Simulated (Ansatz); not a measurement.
**Relaxing a structure of TiSi$_{2}$**

The start is a relaxed TiSi2 cell, doubled along one cell vector, shaken by Gaussian noise of σ = 0.08 Å a coordinate. The cell and all atomic positions are relaxed at zero pressure with r2SCAN (plane waves to 500 eV, PAW, scalar-relativistic; Ansatz, a quantum-chemistry and plane-wave program). First-step values are on the input's coarse k-mesh.

Ansatz input (later rounds restart from its end on a renewed k-mesh):
Ansatz 0.2 input:
```yaml
crystal:
  lattice:
    - [0, 4.1148405326, 4.2603301507]
    - [4.7789534644, 0, 8.5206603014]
    - [2.3894767322, 4.1148405326, 0]
  atoms:
    - { symbol: Si, position: [0.6680515223, 0.1771296737, 0.6749390028] }
    - { symbol: Si, position: [0.7071169343, 0.6358662371, 0.6206861183] }
    - { symbol: Si, position: [0.3375614695, 0.3275100994, 0.3398111892] }
    - { symbol: Si, position: [0.3135400928, 0.8383922535, 0.3351194515] }
    - { symbol: Si, position: [0.5969228209, 0.4417299098, 0.5767011296] }
    - { symbol: Si, position: [0.5914010696, 0.9492551392, 0.59243093] }
    - { symbol: Si, position: [0.9076447266, 0.2742480187, 0.9487482919] }
    - { symbol: Si, position: [0.9123094624, 0.7749119353, 0.9307213859] }
    - { symbol: Ti, position: [-0.0128840455, -0.0111406092, 0.0448393971] }
    - { symbol: Ti, position: [0.0019040382, 0.493766134, 0.0174277152] }
    - { symbol: Ti, position: [0.2364540014, 0.1411977532, 0.2480098525] }
    - { symbol: Ti, position: [0.2213228408, 0.622149506, 0.2740803472] }
basis: { ecutwfc: 500, ecutrho_ratio: 4, xc_grid: 4, fft_grid_basis: typed }
kpoints: { mp_grid: { grid: [6, 3, 6] } }
hamiltonian:
  xc: r2scan
  dispersion: none
  pseudopotentials: { kind: paw }
scf: { occupations: { method: fermi_dirac, width: 0.05 } }
relax: { f_tol: 0.01, max_steps: 100, cell: { stress_tol: 0.02 } }
output: { forces: true, stress: true }
```

Q: What pressure does the first self-consistent step give?

A: +3 GPa (positive: the cell is compressed).

Q: Which atoms feel the largest initial force, and how large is it?

A: About 3.0 eV/Å, on Si2 (atoms numbered as listed).

Q: How do the shortest distances between atoms change?

A: The closest pairs of elements (up to four, under 3.6 Å), start → end: Si–Si 2.31 → 2.52 Å; Si–Ti 2.36 → 2.55 Å; Ti–Ti 2.99 → 3.19 Å.

Q: What band gap does the relaxed structure have at this level?

A: No gap (metallic).

It ends as:

Space group Fddd, origin choice 1 (No. 70); a = 4.779 Å, b = 8.230 Å, c = 8.521 Å, α = 90.00°, β = 90.00°, γ = 90.00°

```
atom  site  symmetry       x       y       z
----  ----  --------  ------  ------  ------
Si     16f       .2.  0.0000  0.1625  0.0000
Ti      8b       222  0.5000  0.5000  0.5000
```
(The calculation used a cell of 6 atoms; values per cell refer to that cell.)

Final values are on a 13×13×13 k-mesh of the relaxed cell. No spin polarisation in the result.
